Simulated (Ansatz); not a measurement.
Polymorphs of NbP, each relaxed with plane-wave PAW PBE (Ansatz code):

A: CsCl type (Pm-3m)
a = b = c = 3.109 Å, α = β = γ = 90.00°

```tsv
atom	site	symmetry	x	y	z
Nb	1a	m-3m	0.0000	0.0000	0.0000
P	1b	m-3m	0.5000	0.5000	0.5000
```

B: I4_1md
a = 3.347 Å, b = 3.347 Å, c = 11.427 Å, α = 90.00°, β = 90.00°, γ = 90.00°

| atom | site | symmetry | x | y | z |
|---|---|---|---|---|---|
| Nb | 4a | 2mm. | 0.0000 | 0.5000 | 0.0000 |
| P | 4a | 2mm. | 0.0000 | 0.0000 | 0.3326 |

Put the candidates in order of energy per atom at 0 K, lowest first, for PBE.

B (+0 meV/atom), A (+362 meV/atom)

Constructed cells (a structure type filled with these elements, in neither database checked): A. All cells were relaxed under the symmetry of their starts (and spin orders); stability against distortions was not tested throughout. Rows with no word on spin ran without spin polarisation. Spin–orbit coupling is left out wherever it is not named.

Energies hold the estimated change up to a 700 eV cutoff; steps of a few meV lie near the error of the meshes.

Potentials: the earlier of the program's two PAW sets.
